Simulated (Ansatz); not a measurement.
Ansatz input file:

```yaml
crystal:
  lattice:
    - [6.7326266112, 0.0, -0.0001231159]
    - [0.0, 3.8469321223, 0.0]
    - [-1.5530557821, 0.0, 10.8525448984]
  atoms:
    - { symbol: Ti, position: [0.5500589207, 0.75, 0.8976319429] }
    - { symbol: Ti, position: [0.4499410793, 0.25, 0.1023680571] }
    - { symbol: Ti, position: [0.6955153797, 0.75, 0.566862466] }
    - { symbol: Ti, position: [0.3044846203, 0.25, 0.433137534] }
    - { symbol: Ti, position: [0.2544418344, 0.75, 0.6530358077] }
    - { symbol: Ti, position: [0.7455581656, 0.25, 0.3469641923] }
    - { symbol: Pb, position: [-0.0055447352, 0.75, 0.1480405546] }
    - { symbol: Pb, position: [1.0055447352, 0.25, 0.8519594454] }
    - { symbol: O, position: [0.4766771014, 0.75, 0.0719750706] }
    - { symbol: O, position: [0.5233228986, 0.25, 0.9280249294] }
    - { symbol: O, position: [0.7467763587, 0.75, 0.3855967905] }
    - { symbol: O, position: [0.2532236413, 0.25, 0.6144032095] }
    - { symbol: O, position: [0.3547798112, 0.75, 0.4787148515] }
    - { symbol: O, position: [0.6452201888, 0.25, 0.5212851485] }
    - { symbol: O, position: [0.8291730641, 0.75, 0.9400295877] }
    - { symbol: O, position: [0.1708269359, 0.25, 0.0599704123] }
    - { symbol: O, position: [0.9543044735, 0.75, 0.6312853098] }
    - { symbol: O, position: [0.0456955265, 0.25, 0.3687146902] }
    - { symbol: O, position: [0.5628447947, 0.75, 0.7126074119] }
    - { symbol: O, position: [0.4371552053, 0.25, 0.2873925881] }
    - { symbol: O, position: [0.2530647333, 0.75, 0.8211986033] }
    - { symbol: O, position: [0.7469352667, 0.25, 0.1788013967] }
basis:
  ecutwfc: 420
kpoints:
  mp_grid: { grid: [4, 8, 4] }
hamiltonian:
  xc: pbesol
scf:
  occupations: { method: gaussian, width: 0.02 }
output:
  forces: true
  stress: true
  eigenvalues: true
relax:
  adjacent_minimum: "off"
  f_tol: 0.01
  max_steps: 30
  cell: { stress_tol: 0.1, fix: [volume] }
```

Launched with
```bash
ansatz run input.yaml --threads 4 --pin off --max-ram 10240MiB --backend cpu --events-out ev --progress --plain --runs-dir out
```

Method: DFT PBEsol, scalar-relativistic, plane waves, PAW in Ansatz.

Part of what the program printed, abridged:

```
Pseudopotentials: kind: paw
Pseudopotential: Ti, paw, valence charge 12, recommended cutoff 420 eV (normal)
Pseudopotential: Pb, paw, valence charge 14, recommended cutoff 420 eV (normal)
Pseudopotential: O, paw, valence charge 6, recommended cutoff 420 eV (normal)
Functional definition: PBEsol
Crystal: 22 atoms, lattice volume = 281.080 Å³
Basis set: ecut = 420 eV, 5515 PW (Γ), exchange–correlation on 96×54×150 points (8 copies of the dense FFT grid, shifted against one another)
Bands: 114, of which v1, the nominal top of the filled ones, is band 92 counted from 1 (91 counted from 0)
Symmetry: 4 space group operations
Space group: P21/m (ITA 11), of the structure as read, at distance tolerance 6.6e-5 Å
k-points: 50 of 128
Initial density: superposition of atomic densities (neutral atoms: chi_scale 0, normalization atom), corrected by the library's trained network
Initial wavefunctions: pseudopotential atomic-orbital guess
Functional: x = pbesol(κ = 0.804, μ = 0.12345679), c = pbesol(β = 0.046)
SCF iter   1: F=—  HF=-46230.517704 eV  |F-HF|=—  |Δ(HF+E_count)|=         —  Δρ=1.81e-2  dr2=8.23e-1  ethr=1.77e-3  ⟨swp⟩=6.1  Hψ=23127  notcnv=0  defer=77
SCF iter   2: F=—  HF=-46230.402991 eV  |F-HF|=—  |Δ(HF+E_count)|=   1.15e-1  Δρ=9.98e-3  dr2=2.87e-1  ethr=4.47e-4  ⟨swp⟩=2.2  Hψ=9781  notcnv=0  defer=758
SCF iter   3: F=—  HF=-46230.357004 eV  |F-HF|=—  |Δ(HF+E_count)|=   4.60e-2  Δρ=2.38e-3  dr2=1.45e-2  ethr=1.56e-4  ⟨swp⟩=2.8  Hψ=7450  notcnv=0  defer=758
SCF iter   4: F=—  HF=-46230.354569 eV  |F-HF|=—  |Δ(HF+E_count)|=   2.44e-3  Δρ=7.83e-4  dr2=1.83e-3  ethr=7.86e-6  ⟨swp⟩=2.8  Hψ=8558  notcnv=0  defer=758
SCF iter   5: F=—  HF=-46230.354535 eV  |F-HF|=—  |Δ(HF+E_count)|=   3.44e-5  Δρ=4.50e-4  dr2=6.53e-4  ethr=9.94e-7  ⟨swp⟩=2.0  Hψ=7933  notcnv=0  defer=758
SCF iter   6: F=—  HF=-46230.354510 eV  |F-HF|=—  |Δ(HF+E_count)|=   2.43e-5  Δρ=1.50e-4  dr2=6.41e-5  ethr=3.55e-7  ⟨swp⟩=2.0  Hψ=7261  notcnv=0  defer=758
SCF iter   7: F=—  HF=-46230.353991 eV  |F-HF|=—  |Δ(HF+E_count)|=   5.19e-4  Δρ=8.45e-5  dr2=2.18e-5  ethr=3.49e-8  ⟨swp⟩=2.0  Hψ=8990  notcnv=0  defer=758
SCF iter   8: F=—  HF=-46230.353994 eV  |F-HF|=—  |Δ(HF+E_count)|=   3.09e-6  Δρ=2.97e-5  dr2=3.23e-6  ethr=1.18e-8  ⟨swp⟩=2.0  Hψ=7037  notcnv=0  defer=758
SCF iter   9: F=—  HF=-46230.353995 eV  |F-HF|=—  |Δ(HF+E_count)|=   9.36e-7  Δρ=1.55e-5  dr2=7.65e-7  ethr=1.75e-9  ⟨swp⟩=2.0  Hψ=7986  notcnv=0  defer=758
SCF iter  10: F=—  HF=-46230.353995 eV  |F-HF|=—  |Δ(HF+E_count)|=   9.91e-8  Δρ=6.46e-6  dr2=1.33e-7  ethr=4.16e-10  ⟨swp⟩=2.0  Hψ=8249  notcnv=0  defer=758
SCF iter  11: F=—  HF=-46230.353996 eV  |F-HF|=—  |Δ(HF+E_count)|=   9.26e-8  Δρ=6.00e-6  dr2=1.08e-7  ethr=5.43e-11  ⟨swp⟩=10.0  Hψ=23519  notcnv=0
SCF iter  12: F=-46230.353996 eV  HF=-46230.353996 eV  |F-HF|=3.78e-10  |Δ(HF+E_count)|=  8.15e-10  Δρ=1.75e-6  dr2=9.66e-9  ethr=5.43e-11  ⟨swp⟩=4.0  Hψ=16188  notcnv=0
SCF 1 converged in 12 iterations: F = -46230.353996 eV  dr2 = 9.66e-9
relax step   1: F+E_penalty+E_count = -46230.35399553 eV  Δ(F+E_penalty+E_count) = +0.000e0 eV  max|allowed force component| = 3.315e-1 eV/Å  Δτ_max = 0.0000 Å  P = -8.679 GPa  Ω = 281.080 Å³  fix = [volume]  reactions: volume -8.679 GPa (12 SCF iters, dr2 threshold 1.00e-7 eV, accepted)
Basis set: ecut = 420 eV, 5489 PW (Γ), exchange–correlation on 96×54×150 points (8 copies of the dense FFT grid, shifted against one another)
Initial density: handed on by an earlier stage of this run
Initial wavefunctions: those handed on with the density
SCF iter   1: F=—  HF=-46230.376712 eV  |F-HF|=—  |Δ(HF+E_count)|=         —  Δρ=3.36e-3  dr2=1.89e-2  ethr=1.01e-5  ⟨swp⟩=5.7  Hψ=26832  notcnv=0  defer=8
SCF iter   2: F=—  HF=-46230.373854 eV  |F-HF|=—  |Δ(HF+E_count)|=   2.86e-3  Δρ=1.78e-3  dr2=5.48e-3  ethr=1.01e-5  ⟨swp⟩=3.4  Hψ=9394  notcnv=0  defer=27
SCF iter   3: F=—  HF=-46230.373601 eV  |F-HF|=—  |Δ(HF+E_count)|=   2.53e-4  Δρ=1.11e-3  dr2=3.42e-3  ethr=2.98e-6  ⟨swp⟩=3.5  Hψ=10146  notcnv=0  defer=40
SCF iter   4: F=—  HF=-46230.373055 eV  |F-HF|=—  |Δ(HF+E_count)|=   5.46e-4  Δρ=2.06e-4  dr2=2.23e-4  ethr=1.86e-6  ⟨swp⟩=2.5  Hψ=8878  notcnv=0  defer=41
SCF iter   5: F=—  HF=-46230.372368 eV  |F-HF|=—  |Δ(HF+E_count)|=   6.87e-4  Δρ=1.75e-4  dr2=8.84e-5  ethr=1.21e-7  ⟨swp⟩=2.0  Hψ=8088  notcnv=0  defer=40
SCF iter   6: F=—  HF=-46230.372357 eV  |F-HF|=—  |Δ(HF+E_count)|=   1.02e-5  Δρ=5.22e-5  dr2=7.58e-6  ethr=4.80e-8  ⟨swp⟩=2.0  Hψ=8823  notcnv=0  defer=40
SCF iter   7: F=—  HF=-46230.372360 eV  |F-HF|=—  |Δ(HF+E_count)|=   2.89e-6  Δρ=3.14e-5  dr2=2.96e-6  ethr=1.20e-9  ⟨swp⟩=9.9  Hψ=28175  notcnv=0
SCF iter   8: F=-46230.372360 eV  HF=-46230.372361 eV  |F-HF|=1.62e-7  |Δ(HF+E_count)|=   2.46e-7  Δρ=1.35e-5  dr2=5.57e-7  ethr=1.20e-9  ⟨swp⟩=5.0  Hψ=21506  notcnv=0
SCF 2 converged in 8 iterations: F = -46230.372360 eV  dr2 = 5.57e-7
relax step   2: F+E_penalty+E_count = -46230.37236034 eV  Δ(F+E_penalty+E_count) = -1.836e-2 eV  max|allowed force component| = 2.514e-1 eV/Å  Δτ_max = 0.0673 Å  P = -7.519 GPa  Ω = 281.080 Å³  energy of the carried Pulay correction = -7.361e-16 eV  fix = [volume]  reactions: volume -7.519 GPa (8 SCF iters, dr2 threshold 2.20e-6 eV, accepted)
Basis set: ecut = 420 eV, 5493 PW (Γ), exchange–correlation on 96×54×150 points (8 copies of the dense FFT grid, shifted against one another)
SCF iter   1: F=—  HF=-46230.385297 eV  |F-HF|=—  |Δ(HF+E_count)|=         —  Δρ=1.28e-3  dr2=3.33e-3  ethr=1.82e-6  ⟨swp⟩=5.3  Hψ=24026  notcnv=0  defer=19
SCF iter   2: F=—  HF=-46230.384825 eV  |F-HF|=—  |Δ(HF+E_count)|=   4.72e-4  Δρ=7.13e-4  dr2=9.55e-4  ethr=1.81e-6  ⟨swp⟩=2.6  Hψ=8131  notcnv=0  defer=4
SCF iter   3: F=—  HF=-46230.384049 eV  |F-HF|=—  |Δ(HF+E_count)|=   7.76e-4  Δρ=3.77e-4  dr2=4.17e-4  ethr=5.19e-7  ⟨swp⟩=2.1  Hψ=8973  notcnv=0
SCF iter   4: F=—  HF=-46230.383995 eV  |F-HF|=—  |Δ(HF+E_count)|=   5.45e-5  Δρ=1.13e-4  dr2=5.63e-5  ethr=2.26e-7  ⟨swp⟩=2.0  Hψ=7763  notcnv=0
SCF iter   5: F=—  HF=-46230.383993 eV  |F-HF|=—  |Δ(HF+E_count)|=   1.40e-6  Δρ=7.84e-5  dr2=1.88e-5  ethr=3.06e-8  ⟨swp⟩=2.0  Hψ=8645  notcnv=0
SCF iter   6: F=—  HF=-46230.383992 eV  |F-HF|=—  |Δ(HF+E_count)|=   1.20e-6  Δρ=2.87e-5  dr2=2.52e-6  ethr=1.02e-8  ⟨swp⟩=2.0  Hψ=8555  notcnv=0
SCF iter   7: F=-46230.383992 eV  HF=-46230.383992 eV  |F-HF|=5.96e-8  |Δ(HF+E_count)|=   2.45e-7  Δρ=1.21e-5  dr2=5.06e-7  ethr=1.20e-9  ⟨swp⟩=10.5  Hψ=27792  notcnv=0
SCF 3 converged in 7 iterations: F = -46230.383992 eV  dr2 = 5.06e-7
relax step   3: F+E_penalty+E_count = -46230.38399222 eV  Δ(F+E_penalty+E_count) = -1.163e-2 eV  max|allowed force component| = 7.947e-2 eV/Å  Δτ_max = 0.0261 Å  P = -7.587 GPa  Ω = 281.080 Å³  energy of the carried Pulay correction = -1.840e-16 eV  fix = [volume]  reactions: volume -7.587 GPa (7 SCF iters, dr2 threshold 2.20e-6 eV, accepted)
   ...
SCF 8 converged in 7 iterations: F = -46230.391679 eV  dr2 = 1.24e-8
relax step   8: F+E_penalty+E_count = -46230.39167875 eV  Δ(F+E_penalty+E_count) = -3.208e-4 eV  max|allowed force component| = 1.403e-2 eV/Å  Δτ_max = 0.0037 Å  P = -7.162 GPa  Ω = 281.080 Å³  energy of the carried Pulay correction = -5.521e-16 eV  fix = [volume]  reactions: volume -7.162 GPa (7 SCF iters, dr2 threshold 6.17e-8 eV, accepted)
SCF iter   1: F=—  HF=-46230.392200 eV  |F-HF|=—  |Δ(HF+E_count)|=         —  Δρ=8.04e-4  dr2=1.21e-3  ethr=6.72e-7  ⟨swp⟩=5.5  Hψ=22955  notcnv=0  defer=1
SCF iter   2: F=—  HF=-46230.392001 eV  |F-HF|=—  |Δ(HF+E_count)|=   1.99e-4  Δρ=4.19e-4  dr2=3.04e-4  ethr=6.59e-7  ⟨swp⟩=2.2  Hψ=8460  notcnv=0
SCF iter   3: F=—  HF=-46230.391954 eV  |F-HF|=—  |Δ(HF+E_count)|=   4.68e-5  Δρ=2.25e-4  dr2=1.04e-4  ethr=1.65e-7  ⟨swp⟩=2.0  Hψ=8518  notcnv=0
SCF iter   4: F=—  HF=-46230.391927 eV  |F-HF|=—  |Δ(HF+E_count)|=   2.74e-5  Δρ=7.10e-5  dr2=1.54e-5  ethr=5.67e-8  ⟨swp⟩=2.0  Hψ=8446  notcnv=0
SCF iter   5: F=—  HF=-46230.391425 eV  |F-HF|=—  |Δ(HF+E_count)|=   5.02e-4  Δρ=2.93e-5  dr2=2.70e-6  ethr=8.38e-9  ⟨swp⟩=2.0  Hψ=8727  notcnv=0
SCF iter   6: F=—  HF=-46230.391425 eV  |F-HF|=—  |Δ(HF+E_count)|=   4.97e-8  Δρ=1.36e-5  dr2=5.38e-7  ethr=1.47e-9  ⟨swp⟩=2.0  Hψ=7876  notcnv=0
SCF iter   7: F=—  HF=-46230.391425 eV  |F-HF|=—  |Δ(HF+E_count)|=   5.62e-8  Δρ=5.51e-6  dr2=1.05e-7  ethr=2.92e-10  ⟨swp⟩=2.0  Hψ=8784  notcnv=0
SCF iter   8: F=—  HF=-46230.391425 eV  |F-HF|=—  |Δ(HF+E_count)|=   2.90e-8  Δρ=3.25e-6  dr2=3.69e-8  ethr=5.72e-11  ⟨swp⟩=2.0  Hψ=8739  notcnv=0
SCF iter   9: F=-46230.391425 eV  HF=-46230.391425 eV  |F-HF|=1.10e-9  |Δ(HF+E_count)|=   4.09e-9  Δρ=1.07e-6  dr2=3.85e-9  ethr=6.68e-12  ⟨swp⟩=10.3  Hψ=30765  notcnv=0
SCF 9 converged in 9 iterations: F = -46230.391425 eV  dr2 = 3.85e-9
relax step   9: F+E_penalty+E_count = -46230.39142492 eV  Δ(F+E_penalty+E_count) = +2.538e-4 eV  max|allowed force component| = 6.038e-2 eV/Å  Δτ_max = 0.0083 Å  P = -7.187 GPa  Ω = 281.080 Å³  energy of the carried Pulay correction = -1.840e-16 eV  fix = [volume]  (9 SCF iters, dr2 threshold 1.23e-8 eV, rejected (line search))
SCF iter   1: F=—  HF=-46230.392476 eV  |F-HF|=—  |Δ(HF+E_count)|=         —  Δρ=4.78e-4  dr2=4.82e-4  ethr=2.69e-7  ⟨swp⟩=4.3  Hψ=22325  notcnv=0
SCF iter   2: F=—  HF=-46230.392425 eV  |F-HF|=—  |Δ(HF+E_count)|=   5.09e-5  Δρ=2.41e-4  dr2=1.10e-4  ethr=2.62e-7  ⟨swp⟩=2.3  Hψ=8913  notcnv=0
SCF iter   3: F=—  HF=-46230.392412 eV  |F-HF|=—  |Δ(HF+E_count)|=   1.25e-5  Δρ=1.33e-4  dr2=3.51e-5  ethr=6.00e-8  ⟨swp⟩=2.0  Hψ=8463  notcnv=0
SCF iter   4: F=—  HF=-46230.392409 eV  |F-HF|=—  |Δ(HF+E_count)|=   3.78e-6  Δρ=4.26e-5  dr2=5.78e-6  ethr=1.91e-8  ⟨swp⟩=2.1  Hψ=8514  notcnv=0
SCF iter   5: F=—  HF=-46230.391858 eV  |F-HF|=—  |Δ(HF+E_count)|=   5.51e-4  Δρ=1.72e-5  dr2=1.07e-6  ethr=3.14e-9  ⟨swp⟩=2.0  Hψ=8348  notcnv=0
SCF iter   6: F=—  HF=-46230.391858 eV  |F-HF|=—  |Δ(HF+E_count)|=   7.20e-8  Δρ=8.51e-6  dr2=2.30e-7  ethr=5.83e-10  ⟨swp⟩=2.0  Hψ=7764  notcnv=0
SCF iter   7: F=—  HF=-46230.391858 eV  |F-HF|=—  |Δ(HF+E_count)|=   4.01e-8  Δρ=3.23e-6  dr2=3.93e-8  ethr=1.25e-10  ⟨swp⟩=2.0  Hψ=8170  notcnv=0
SCF iter   8: F=—  HF=-46230.391858 eV  |F-HF|=—  |Δ(HF+E_count)|=   1.50e-8  Δρ=2.30e-6  dr2=1.80e-8  ethr=2.13e-11  ⟨swp⟩=2.0  Hψ=8757  notcnv=0
SCF iter   9: F=—  HF=-46230.391858 eV  |F-HF|=—  |Δ(HF+E_count)|=  9.31e-10  Δρ=7.40e-7  dr2=1.94e-9  ethr=9.77e-12  ⟨swp⟩=2.0  Hψ=7819  notcnv=0
SCF iter  10: F=-46230.391858 eV  HF=-46230.391858 eV  |F-HF|=1.16e-10  |Δ(HF+E_count)|=  8.22e-10  Δρ=3.20e-7  dr2=3.71e-10  ethr=1.00e-12  ⟨swp⟩=12.0  Hψ=27550  notcnv=0
SCF 10 converged in 10 iterations: F = -46230.391858 eV  dr2 = 3.71e-10
relax step  10: F+E_penalty+E_count = -46230.39185775 eV  Δ(F+E_penalty+E_count) = -1.790e-4 eV  max|allowed force component| = 7.162e-3 eV/Å  Δτ_max = 0.0040 Å  P = -7.150 GPa  Ω = 281.080 Å³  fix = [volume]  reactions: volume -7.150 GPa (10 SCF iters, accepted)
Initial wavefunctions: pseudopotential atomic-orbital guess (no wavefunctions were taken with the density)
SCF iter   1: F=—  HF=-46230.392678 eV  |F-HF|=—  |Δ(HF+E_count)|=         —  Δρ=7.25e-5  dr2=7.46e-7  ethr=1.07e-8  ⟨swp⟩=4.0  Hψ=43517  notcnv=0
SCF iter   2: F=—  HF=-46230.392221 eV  |F-HF|=—  |Δ(HF+E_count)|=   4.57e-4  Δρ=3.71e-5  dr2=1.99e-7  ethr=4.05e-10  ⟨swp⟩=2.0  Hψ=10300  notcnv=0
SCF iter   3: F=—  HF=-46230.392244 eV  |F-HF|=—  |Δ(HF+E_count)|=   2.27e-5  Δρ=5.87e-6  dr2=8.10e-8  ethr=1.08e-10  ⟨swp⟩=2.0  Hψ=9100  notcnv=0
SCF iter   4: F=—  HF=-46230.392244 eV  |F-HF|=—  |Δ(HF+E_count)|=   3.31e-8  Δρ=9.30e-7  dr2=1.26e-9  ethr=4.40e-11  ⟨swp⟩=2.0  Hψ=8596  notcnv=0
SCF iter   5: F=-46230.392244 eV  HF=-46230.392244 eV  |F-HF|=1.38e-10  |Δ(HF+E_count)|=  4.37e-10  Δρ=4.88e-7  dr2=3.75e-10  ethr=1.00e-12  ⟨swp⟩=4.4  Hψ=18245  notcnv=0
SCF 11 converged in 5 iterations: F = -46230.392244 eV  dr2 = 3.75e-10
SCF converged after 5 iterations
Free energy (F): -46230.392244 eV
Harris-Foulkes:  -46230.392244 eV  (|F-HF|=1.38e-10)
Internal energy: -46230.392244 eV  (E = F + TS)
E sigma→0 (E₀):  -46230.392244 eV
Fermi energy:    8.991625 eV
--- Per-component energies (eV) ---
  E_band       = -1431.075890
  E_kinetic    = 4636.583797
  E_local      = -13554.836659  (includes V_loc(G=0)·N_el)
  E_nonlocal   = 1403.753925
  E_hartree    = 5271.805495
  E_xc         = -2040.948825
  E_vxc        = -2306.402689  (∫ρ·V_xc dr)
  E_paw        = -28754.062299  (= ΣΔE_a)
  E_vpaw       = -2153.820252  (= ΣTr[D̂ρ^β])
  E_aug_tail   = 0.034946  (compensation charges beyond the density's cutoff)
  E_ewald      = -13194.177193
  E_core_change = 1.454570  (= ΣΔE_core)
  E_smearing   =  0.000000  (= −TS)
--- Forces (eV/Å), atoms counted from 1 ---
  atom   1  Ti     0.00145688     0.00000000    -0.00047520
  atom   2  Ti    -0.00145688     0.00000000     0.00047520
  atom   3  Ti     0.00321212     0.00000000    -0.00426009
  atom   4  Ti    -0.00321212     0.00000000     0.00426009
  atom   5  Ti     0.00448187     0.00000000    -0.00374220
  atom   6  Ti    -0.00448187     0.00000000     0.00374220
  atom   7  Pb     0.00110076     0.00000000    -0.00023948
  atom   8  Pb    -0.00110076     0.00000000     0.00023948
  atom   9  O      0.00192483     0.00000000     0.00050803
  atom  10  O     -0.00192483     0.00000000    -0.00050803
  atom  11  O     -0.00129973     0.00000000    -0.00056739
  atom  12  O      0.00129973     0.00000000     0.00056739
  atom  13  O     -0.00181205     0.00000000    -0.00247262
  atom  14  O      0.00181205     0.00000000     0.00247262
  atom  15  O     -0.00006315     0.00000000    -0.00032959
  atom  16  O      0.00006315     0.00000000     0.00032959
  atom  17  O      0.00108865     0.00000000     0.00067518
  atom  18  O     -0.00108865     0.00000000    -0.00067518
  atom  19  O     -0.00326491     0.00000000     0.00705859
  atom  20  O      0.00326491     0.00000000    -0.00705859
  atom  21  O      0.00160149     0.00000000     0.00470830
  atom  22  O     -0.00160149     0.00000000    -0.00470830
--- Stress (GPa, compression-positive) ---
       -7.134585       0.000000       0.007410
        0.000000      -7.190050       0.000000
        0.007410       0.000000      -7.125066
  P = ⅓ Tr σ = -7.1499 GPa (-71.499 kbar)
--- Band table (eV; the first three rows and the last of 50) ---
  k-point 0: bands = ["-48.6364", "-48.6344", "-48.6164", "-48.5936", "-48.4648", "-48.4607", "-25.1392", "-25.1248", "-25.0774", "-25.0331", "-25.0280", "-25.0047", "-24.9767", "-24.9740", "-24.9473", "-24.9322", "-24.9260", "-24.9100", "-24.9035", "-24.8786", "-24.8099", "-24.8044", "-24.8022", "-24.7885", "-9.9444", "-9.5879", "-9.4282", "-9.1291", "-8.9629", "-8.8826", "-8.8368", "-8.8083", "-8.7151", "-8.6011", "-8.5431", "-8.4922", "-8.3715", "-8.3393", "-7.3643", "-7.3561", "-7.3453", "-7.3286", "-7.3244", "-7.3001", "-7.2961", "-7.2486", "-7.2162", "-6.8051", "0.8497", "1.0440", "3.3995", "3.4566", "3.4600", "3.6599", "3.7370", "3.7752", "3.8417", "3.8690", "3.9307", "4.0523", "4.149 ...
  k-point 1: bands = ["-48.6361", "-48.6347", "-48.6163", "-48.5936", "-48.4648", "-48.4607", "-25.1364", "-25.1260", "-25.0780", "-25.0477", "-25.0130", "-25.0046", "-24.9775", "-24.9733", "-24.9495", "-24.9319", "-24.9260", "-24.9135", "-24.8974", "-24.8801", "-24.8100", "-24.8049", "-24.8022", "-24.7885", "-9.9231", "-9.6555", "-9.3752", "-9.1397", "-8.9633", "-8.8856", "-8.8316", "-8.7888", "-8.7211", "-8.6046", "-8.5431", "-8.5005", "-8.3738", "-8.3367", "-7.3643", "-7.3560", "-7.3453", "-7.3287", "-7.3244", "-7.3004", "-7.2961", "-7.2486", "-7.2157", "-6.8052", "0.8479", "1.0450", "3.3894", "3.4587", "3.4623", "3.6432", "3.7301", "3.7339", "3.8462", "3.9196", "3.9629", "4.0582", "4.108 ...
  k-point 2: bands = ["-48.6355", "-48.6354", "-48.6163", "-48.5936", "-48.4648", "-48.4607", "-25.1309", "-25.1299", "-25.0789", "-25.0544", "-25.0056", "-25.0045", "-24.9781", "-24.9728", "-24.9514", "-24.9316", "-24.9260", "-24.9158", "-24.8918", "-24.8827", "-24.8102", "-24.8053", "-24.8022", "-24.7885", "-9.8936", "-9.7156", "-9.3358", "-9.1529", "-8.9624", "-8.8874", "-8.8300", "-8.7535", "-8.7392", "-8.6133", "-8.5352", "-8.5131", "-8.3762", "-8.3343", "-7.3643", "-7.3560", "-7.3453", "-7.3287", "-7.3244", "-7.3007", "-7.2961", "-7.2486", "-7.2152", "-6.8052", "0.8462", "1.0460", "3.3797", "3.4617", "3.4646", "3.6247", "3.7071", "3.7233", "3.8571", "3.9664", "4.0125", "4.0639", "4.075 ...
  k-point 49: bands = ["-48.6327", "-48.6327", "-48.6033", "-48.6033", "-48.4617", "-48.4617", "-25.1366", "-25.1366", "-25.1010", "-25.1010", "-25.0780", "-25.0780", "-25.0049", "-25.0049", "-24.9415", "-24.9415", "-24.9298", "-24.9298", "-24.8992", "-24.8992", "-24.8370", "-24.8370", "-24.7986", "-24.7986", "-9.2682", "-9.2682", "-8.8949", "-8.8949", "-8.6906", "-8.6906", "-8.6560", "-8.6560", "-8.5479", "-8.5479", "-8.4290", "-8.4290", "-8.3467", "-8.3467", "-7.3519", "-7.3519", "-7.2998", "-7.2998", "-7.2632", "-7.2632", "-7.2123", "-7.2123", "-6.8343", "-6.8343", "0.9171", "0.9171", "3.0836", "3.0836", "3.1225", "3.1225", "3.3591", "3.3591", "3.5555", "3.5555", "3.7562", "3.7562", "3.97 ...
--- Relaxed structure (10 steps of the walk, 8 accepted, 1 SCFs on fresh bases) ---
  F+E_penalty+E_count = -46230.39224362 eV   max|allowed force component| = 7.059e-3 eV/Å   (the final SCF, on the basis selected at the relaxed cell)
  cell:  # Å, volume = 281.0797 Å³
    - [6.74692781, 0.0, 0.00352859]
    - [0.0, 3.82829404, 0.0]
    - [-1.55046788, 0.0, 10.88142551]
  atoms:
    - { symbol: Ti, position: [0.54958617, 0.75, 0.89718889] }
    - { symbol: Ti, position: [0.45041382, 0.24999999, 0.10281110] }
    - { symbol: Ti, position: [0.69994077, 0.75, 0.56807761] }
    - { symbol: Ti, position: [0.30005922, 0.24999999, 0.43192238] }
    - { symbol: Ti, position: [0.25841046, 0.75, 0.65129178] }
    - { symbol: Ti, position: [0.74158953, 0.24999999, 0.34870821] }
    - { symbol: Pb, position: [-0.01621897, 0.75, 0.14578656] }
    - { symbol: Pb, position: [1.01621897, 0.24999999, 0.85421343] }
    - { symbol: O, position: [0.47917869, 0.75, 0.07059823] }
    - { symbol: O, position: [0.52082130, 0.24999999, 0.92940176] }
    - { symbol: O, position: [0.74724205, 0.75, 0.38756601] }
    - { symbol: O, position: [0.25275794, 0.24999999, 0.61243398] }
    - { symbol: O, position: [0.35096547, 0.75, 0.47827922] }
    - { symbol: O, position: [0.64903452, 0.24999999, 0.52172077] }
    - { symbol: O, position: [0.82563330, 0.75, 0.93704268] }
    - { symbol: O, position: [0.17436669, 0.24999999, 0.06295731] }
    - { symbol: O, position: [0.95449555, 0.75, 0.63259535] }
    - { symbol: O, position: [0.04550444, 0.24999999, 0.36740464] }
    - { symbol: O, position: [0.56030328, 0.75, 0.71053525] }
    - { symbol: O, position: [0.43969671, 0.24999999, 0.28946474] }
    - { symbol: O, position: [0.25605611, 0.75, 0.81867424] }
    - { symbol: O, position: [0.74394388, 0.24999999, 0.18132575] }
```

The relaxation met its thresholds.

The run took 3.4 min on 4 threads of Intel(R) Xeon(R) 6975P-C (Granite Rapids), on a shared host, peak memory 1.8 GiB.

Spin–orbit coupling is left out, which can shift energies with elements as heavy as these.